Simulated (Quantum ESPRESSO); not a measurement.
# Hf2Ag3Zr3: one run as intended and one with a planted mistake

Simulated, not a measurement. The program is pw.x of Quantum ESPRESSO 7.5 (plane-wave density functional theory). The cell is made up: eight metal atoms on a face-centred cubic lattice, with elements, volume, strain and displacements drawn at random and not relaxed, so it may be unstable or far from any real phase. PseudoDojo standard norm-conserving files set the functional (PBE unless stated); there is no spin polarisation or spin-orbit coupling, the Fermi-Dirac width of 0.25 eV means electrons at about 2900 K, and the masses in the input are unused placeholders. Heavy elements are run without spin-orbit coupling, which real alloys of them have. A spin test at this wide smearing found no moment, but such smearing suppresses magnetism that the real alloy may have.

Intended input:

```
&control calculation='scf', pseudo_dir='./dojo.nc.sr.pbe.v0_5.standard.upf', outdir='./o', disk_io='minimal', tprnfor=.true., tstress=.true. /
&system ibrav=0, nat=8, ntyp=3, nbnd=73, ecutwfc=84.00895049, nosym=.true., tot_charge=0,
 occupations='smearing', smearing='fd', degauss=0.0183746611
/
&electrons conv_thr=1.470e-08, electron_maxstep=70, mixing_beta=0.5 /
ATOMIC_SPECIES
Ag 1.0 Ag.upf
Hf 1.0 Hf.upf
Zr 1.0 Zr.upf
CELL_PARAMETERS angstrom
0.0156 -2.1432 -2.1928
2.1282 4.2045 -2.1265
8.4623 -4.1914 4.2283
ATOMIC_POSITIONS angstrom
Hf -0.0024 -0.0373 -0.0604
Hf 4.2537 -2.0084 2.2013
Ag 4.1632 -0.0461 -0.1083
Zr 8.4368 -2.1402 2.1551
Zr 2.1168 -2.0231 -0.0003
Zr 6.3596 -4.2181 2.0809
Ag 2.1099 -0.066 -2.0726
Ag 6.1584 -2.0685 0.0002
K_POINTS automatic
8 5 3 1 1 1
```

The log is shortened where brackets say so; the opening notice, blank lines, dates and the lines on written files are dropped, and the path of the files is cut. It prints rydbergs, bohrs and kilobars, and counts compression as positive stress. Its total energy is the free energy E - TS of the whole cell.

Log of the intended run:

```
     Program PWSCF v.7.5
     Parallel version (MPI & OpenMP), running on       4 processor cores
     Number of MPI processes:                 4
     Threads/MPI process:                     1
     [start-up lines left out]
     bravais-lattice index     =            0
     lattice parameter (alat)  =       5.7944  a.u.
     unit-cell volume          =    1049.8426 (a.u.)^3
     number of atoms/cell      =            8
     number of atomic types    =            3
     number of electrons       =       117.00
     number of Kohn-Sham states=           73
     kinetic-energy cutoff     =      84.0090  Ry
     charge density cutoff     =     336.0358  Ry
     scf convergence threshold =      1.5E-08
     mixing beta               =       0.5000
     number of iterations used =            8  plain     mixing
     Exchange-correlation= PBE
                           (   1   4   3   4   0   0   0)
     [axes and pseudopotential details left out]
   Cartesian axes
     site n.     atom                  positions (alat units)
         1        Hf     tau(   1) = (  -0.0007827  -0.0121647  -0.0196983  )
         2        Hf     tau(   2) = (   1.3872622  -0.6550009   0.7179115  )
         3        Ag     tau(   3) = (   1.3577474  -0.0150346  -0.0353200  )
         4        Zr     tau(   4) = (   2.7514995  -0.6979849   0.7028443  )
         5        Zr     tau(   5) = (   0.6903535  -0.6597950  -0.0000978  )
         6        Zr     tau(   6) = (   2.0740608  -1.3756519   0.6786454  )
         7        Ag     tau(   7) = (   0.6881032  -0.0215246  -0.6759385  )
         8        Ag     tau(   8) = (   2.0084433  -0.6746014   0.0000652  )
     number of k points=    60  Fermi-Dirac smearing, width (Ry)=  0.0184
                       cart. coord. in units 2pi/alat
        k(    1) = (   0.0921537  -0.0117698  -0.0752364), wk =   0.0333333
        k(    2) = (  -0.0888755   0.0491141  -0.1360310), wk =   0.0333333
     [further k points left out]
     Dense  grid:   109177 G-vectors     FFT dimensions: (  36,  60, 120)
     Estimated max dynamical RAM per process >     421.56 MB
     Estimated total dynamical RAM >       1.57 GB
     Initial potential from superposition of free atoms
     starting charge     116.9878, renormalised to     117.0000
     Starting wfcs are   80 randomized atomic wfcs
     total cpu time spent up to now is       10.0 secs
     per-process dynamical memory:   342.7 Mb
     Self-consistent Calculation
     iteration #  1     ecut=    84.01 Ry     beta= 0.50
     Davidson diagonalization with overlap
     ethr =  1.00E-02,  avg # of iterations =  2.9
     total cpu time spent up to now is       33.2 secs
     total energy              =   -1455.39786763 Ry
     estimated scf accuracy    <       6.34524464 Ry
     iteration #  2     ecut=    84.01 Ry     beta= 0.50
     Davidson diagonalization with overlap
     ethr =  5.42E-03,  avg # of iterations =  4.5
     total cpu time spent up to now is       61.9 secs
     total energy              =   -1454.40578582 Ry
     estimated scf accuracy    <     100.32184294 Ry
     [iterations 3 to 15 left out]
     iteration # 16     ecut=    84.01 Ry     beta= 0.50
     Davidson diagonalization with overlap
     ethr =  4.51E-10,  avg # of iterations =  2.5
     total cpu time spent up to now is      382.4 secs
     total energy              =   -1459.46807908 Ry
     estimated scf accuracy    <       0.00000002 Ry
     iteration # 17     ecut=    84.01 Ry     beta= 0.50
     Davidson diagonalization with overlap
     ethr =  2.09E-11,  avg # of iterations =  5.0
     total cpu time spent up to now is      406.9 secs
     End of self-consistent calculation
     [lines on levels left out]
!    total energy              =   -1459.46807908 Ry
     estimated scf accuracy    <       0.00000001 Ry
     smearing contrib. (-TS)   =      -0.12009028 Ry
     internal energy E=F+TS    =   -1459.34798880 Ry
     The total energy is F=E-TS. E is the sum of the following terms:
     one-electron contribution =    -564.61622074 Ry
     hartree contribution      =     339.18209270 Ry
     xc contribution           =    -256.44124612 Ry
     ewald contribution        =    -977.47261463 Ry
     convergence has been achieved in  17 iterations
     Forces acting on atoms (cartesian axes, Ry/au):
     atom    1 type  2   force =     0.00397328   -0.00469872    0.02690197
     atom    2 type  2   force =    -0.02669836   -0.01381310   -0.00512309
     atom    3 type  1   force =     0.01765556    0.01774774    0.00711876
     atom    4 type  3   force =     0.01073662    0.02812382   -0.02589216
     atom    5 type  3   force =    -0.00705905   -0.03389628    0.01553687
     atom    6 type  3   force =    -0.04122696   -0.01991154    0.02193738
     atom    7 type  1   force =     0.01676817    0.01388853   -0.02561933
     atom    8 type  1   force =     0.02585074    0.01255954   -0.01486040
     Total force =     0.100699     Total SCF correction =     0.000823
     Computing stress (Cartesian axis) and pressure
          total   stress  (Ry/bohr**3)                   (kbar)     P=       94.28
   0.00057368   0.00005310   0.00003086           84.39        7.81        4.54
   0.00005310   0.00072253  -0.00016764            7.81      106.29      -24.66
   0.00003086  -0.00016764   0.00062642            4.54      -24.66       92.15
     init_run     :      9.26s CPU      9.85s WALL (       1 calls)
     electrons    :    383.86s CPU    396.93s WALL (       1 calls)
     forces       :      4.63s CPU      4.68s WALL (       1 calls)
     stress       :     14.74s CPU     14.74s WALL (       1 calls)
     [timing details left out]
     PWSCF        :   6m52.63s CPU   7m 6.48s WALL
     JOB DONE.
```

A second run has one planted mistake: the cell and the positions are scaled by a wrong factor. The input lines that differ:

```
- 0.0156 -2.1432 -2.1928
- 2.1282 4.2045 -2.1265
- 8.4623 -4.1914 4.2283
+ 0.0158 -2.1704 -2.2206
+ 2.1552 4.2579 -2.1535
+ 8.5698 -4.2446 4.282
- Hf -0.0024 -0.0373 -0.0604
- Hf 4.2537 -2.0084 2.2013
- Ag 4.1632 -0.0461 -0.1083
- Zr 8.4368 -2.1402 2.1551
- Zr 2.1168 -2.0231 -0.0003
- Zr 6.3596 -4.2181 2.0809
- Ag 2.1099 -0.066 -2.0726
- Ag 6.1584 -2.0685 0.0002
+ Hf -0.0024 -0.0378 -0.0612
+ Hf 4.3077 -2.0339 2.2293
+ Ag 4.2161 -0.0467 -0.1097
+ Zr 8.5439 -2.1674 2.1825
+ Zr 2.1437 -2.0488 -0.0003
+ Zr 6.4404 -4.2717 2.1073
+ Ag 2.1367 -0.0668 -2.0989
+ Ag 6.2366 -2.0948 0.0002
```

Its log:

```
     Program PWSCF v.7.5
     Parallel version (MPI & OpenMP), running on       4 processor cores
     Number of MPI processes:                 4
     Threads/MPI process:                     1
     [start-up lines left out]
     bravais-lattice index     =            0
     lattice parameter (alat)  =       5.8679  a.u.
     unit-cell volume          =    1090.3312 (a.u.)^3
     number of atoms/cell      =            8
     number of atomic types    =            3
     number of electrons       =       117.00
     number of Kohn-Sham states=           73
     kinetic-energy cutoff     =      84.0090  Ry
     charge density cutoff     =     336.0358  Ry
     scf convergence threshold =      1.5E-08
     mixing beta               =       0.5000
     number of iterations used =            8  plain     mixing
     Exchange-correlation= PBE
                           (   1   4   3   4   0   0   0)
     [axes and pseudopotential details left out]
   Cartesian axes
     site n.     atom                  positions (alat units)
         1        Hf     tau(   1) = (  -0.0007729  -0.0121733  -0.0197092  )
         2        Hf     tau(   2) = (   1.3872764  -0.6550088   0.7179366  )
         3        Ag     tau(   3) = (   1.3577770  -0.0150395  -0.0353284  )
         4        Zr     tau(   4) = (   2.7515266  -0.6980019   0.7028648  )
         5        Zr     tau(   5) = (   0.6903695  -0.6598073  -0.0000966  )
         6        Zr     tau(   6) = (   2.0741034  -1.3756828   0.6786470  )
         7        Ag     tau(   7) = (   0.6881151  -0.0215127  -0.6759418  )
         8        Ag     tau(   8) = (   2.0084705  -0.6746214   0.0000644  )
     number of k points=    60  Fermi-Dirac smearing, width (Ry)=  0.0184
                       cart. coord. in units 2pi/alat
        k(    1) = (   0.0921527  -0.0117698  -0.0752367), wk =   0.0333333
        k(    2) = (  -0.0888739   0.0491121  -0.1360303), wk =   0.0333333
     [further k points left out]
     Dense  grid:   113383 G-vectors     FFT dimensions: (  36,  60, 120)
     Estimated max dynamical RAM per process >     436.67 MB
     Estimated total dynamical RAM >       1.62 GB
     Initial potential from superposition of free atoms
     starting charge     116.9878, renormalised to     117.0000
     Starting wfcs are   80 randomized atomic wfcs
     total cpu time spent up to now is       10.9 secs
     per-process dynamical memory:   354.4 Mb
     Self-consistent Calculation
     iteration #  1     ecut=    84.01 Ry     beta= 0.50
     Davidson diagonalization with overlap
     ethr =  1.00E-02,  avg # of iterations =  2.8
     total cpu time spent up to now is       35.4 secs
     total energy              =   -1455.83080944 Ry
     estimated scf accuracy    <       5.70904442 Ry
     iteration #  2     ecut=    84.01 Ry     beta= 0.50
     Davidson diagonalization with overlap
     ethr =  4.88E-03,  avg # of iterations =  4.8
     total cpu time spent up to now is       64.0 secs
     total energy              =   -1454.70483048 Ry
     estimated scf accuracy    <      96.75885175 Ry
     [iterations 3 to 15 left out]
     iteration # 16     ecut=    84.01 Ry     beta= 0.50
     Davidson diagonalization with overlap
     ethr =  2.01E-09,  avg # of iterations =  1.0
     total cpu time spent up to now is      390.8 secs
     total energy              =   -1459.48770188 Ry
     estimated scf accuracy    <       0.00000003 Ry
     iteration # 17     ecut=    84.01 Ry     beta= 0.50
     Davidson diagonalization with overlap
     ethr =  2.70E-11,  avg # of iterations =  4.6
     total cpu time spent up to now is      415.3 secs
     End of self-consistent calculation
     [lines on levels left out]
!    total energy              =   -1459.48770189 Ry
     estimated scf accuracy    <          5.2E-09 Ry
     smearing contrib. (-TS)   =      -0.12478312 Ry
     internal energy E=F+TS    =   -1459.36291877 Ry
     The total energy is F=E-TS. E is the sum of the following terms:
     one-electron contribution =    -583.45290851 Ry
     hartree contribution      =     345.51182818 Ry
     xc contribution           =    -256.20244642 Ry
     ewald contribution        =    -965.21939204 Ry
     convergence has been achieved in  17 iterations
     Forces acting on atoms (cartesian axes, Ry/au):
     atom    1 type  2   force =     0.00326701   -0.00249730    0.02387003
     atom    2 type  2   force =    -0.02403584   -0.01150294   -0.00597848
     atom    3 type  1   force =     0.01553368    0.01529601    0.00629502
     atom    4 type  3   force =     0.01044393    0.02497430   -0.02329771
     atom    5 type  3   force =    -0.00491111   -0.03081067    0.01344536
     atom    6 type  3   force =    -0.03614782   -0.01812652    0.01999295
     atom    7 type  1   force =     0.01350078    0.01220379   -0.02231730
     atom    8 type  1   force =     0.02234937    0.01046335   -0.01200987
     Total force =     0.088851     Total SCF correction =     0.000325
     Computing stress (Cartesian axis) and pressure
          total   stress  (Ry/bohr**3)                   (kbar)     P=       49.06
   0.00026807   0.00004325   0.00003289           39.43        6.36        4.84
   0.00004325   0.00041064  -0.00014333            6.36       60.41      -21.08
   0.00003289  -0.00014333   0.00032178            4.84      -21.08       47.33
     init_run     :      9.92s CPU     10.56s WALL (       1 calls)
     electrons    :    391.21s CPU    404.52s WALL (       1 calls)
     forces       :      4.29s CPU      4.35s WALL (       1 calls)
     stress       :     15.60s CPU     15.61s WALL (       1 calls)
     [timing details left out]
     PWSCF        :   7m 1.32s CPU   7m15.56s WALL
     JOB DONE.
```

|  | intended run | run with the mistake |
| --- | --- | --- |
| free energy (eV) | -19857.075 | -19857.342 |
| entropy term -TS, part of it (eV) | -1.634 | -1.698 |
| pressure (GPa) | 9.43 | 4.91 |
| size of the largest force component (eV/Å) | 1.060 | 0.929 |
| largest change of a force component (eV/Å) |  | 0.131 |
| iterations | 17 | 17 |

For scale, a rerun of the intended cell at a higher cutoff and on a denser mesh moved values by no more than 0.003 eV in energy, 0.06 GPa in stress and 0.007 eV/Å in force, and a second program with other atomic files agreed on that cell to 2 % rms in force and 0.5 GPa in pressure.